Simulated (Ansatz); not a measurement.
KIn9Ni2 in space group P6/mmm (No. 191; K on 1a, Ni on 2c, In on 6m, In on 3f) under volume change, plane-wave PAW r²SCAN (Ansatz code), shape and atoms relaxed at each volume.

```csv
V (Å³/atom),E − E(relaxed) (meV/atom),P (GPa)
21.769,37.7,6.14
22.487,15.8,3.70
23.205,3.8,1.70
23.922,0.0,0.02
24.640,3.1,-1.37
25.358,11.9,-2.52
26.075,25.3,-3.45
```

Question: What does a third-order Birch–Murnaghan fit give for V₀, B₀ and B′?

Answer: V₀ = 23.93 Å³/atom, B₀ = 50.5 GPa, B′ = 5.3.

The workflow started from an entry of the Crystallography Open Database (COD, 293 K). Its standing as an ambient phase is unchecked. The cell was relaxed with r²SCAN under the symmetry of its start; whether a distortion lowers the energy is not shown. The workflow began spin-polarised and lost its moments.

Potentials: the later of the program's two PAW sets.
